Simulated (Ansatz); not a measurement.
## Relaxing a structure of Sn

The start is a generated trial cell of Sn in the AFLOW prototype A_tI2_139_a (A_a). A full variable-cell relaxation at zero pressure is run with PBEsol (plane waves to 420 eV, PAW, scalar-relativistic; Ansatz, a program for electronic structure). First-step values are on the input's coarse k-mesh.

Ansatz input (later rounds restart from its end on a renewed k-mesh):
Ansatz 0.2 input:
```yaml
crystal:
  lattice:
    - [-2.0265609, 2.0265609, 1.6688719]
    - [2.0265609, -2.0265609, 1.6688719]
    - [2.0265609, 2.0265609, -1.6688719]
  atoms:
    - { symbol: Sn, position: [0, 0, 0] }
basis: { ecutwfc: 420, ecutrho_ratio: 4, xc_grid: 2, fft_grid_basis: typed }
kpoints: { mp_grid: { grid: [13, 13, 13] } }
hamiltonian:
  xc: pbesol
  dispersion: none
  pseudopotentials: { azcp: { folder: ./paw }, kind: paw }
scf: { occupations: { method: fermi_dirac, width: 0.05 } }
relax: { f_tol: 0.01, max_steps: 100, cell: { stress_tol: 0.02 } }
output: { forces: true, stress: true }
```

Q: How much energy is released per atom?

A: 0.01 eV/atom.

Q: How does the volume per atom move from start to end?

A: -4.1 %, from 27.42 to 26.28 Å³/atom.

Q: How do the shortest distances between atoms change?

A: The closest pairs of elements (up to four, under 3.6 Å), start → end: Sn–Sn 3.32 → 3.26 Å.

Q: What band gap does the relaxed structure have at this level?

A: No gap (metallic).

Q: Give the final cell and atomic positions.

A: 
```cif
data_Sn2
_chemical_formula_sum 'Sn2'
_space_group_name_H-M_alt 'I4/mmm'
_space_group_IT_number 139
_space_group_name_Hall '-I 4 2'
_cell_length_a 3.92160
_cell_length_b 3.92160
_cell_length_c 3.41751
_cell_angle_alpha 90.000
_cell_angle_beta 90.000
_cell_angle_gamma 90.000
loop_
_atom_site_label
_atom_site_type_symbol
_atom_site_symmetry_multiplicity
_atom_site_Wyckoff_symbol
_atom_site_fract_x
_atom_site_fract_y
_atom_site_fract_z
_atom_site_occupancy
Sn1 Sn 2 a 0.00000 0.00000 0.00000 1
```
(The calculation used a cell of 1 atom; values per cell refer to that cell.)

The space group stays I4/mmm (No. 139) (the run could not lower it); the end is AFLOW prototype A_tI2_139_a (A_a), with 1 atom in the primitive cell. Final values are on a 18×18×18 k-mesh of the relaxed cell. No spin polarisation in the result.

The run could not lose the symmetry of its start: the end is stationary, and may be a saddle point rather than a minimum.

The relaxed structure here is a generated cell of Sn: the first start was made by placing the elements on the sites of a structure type, and the end was not matched to a known phase here, so it may be hypothetical. Known forms of Sn include space group No. 141, 227.
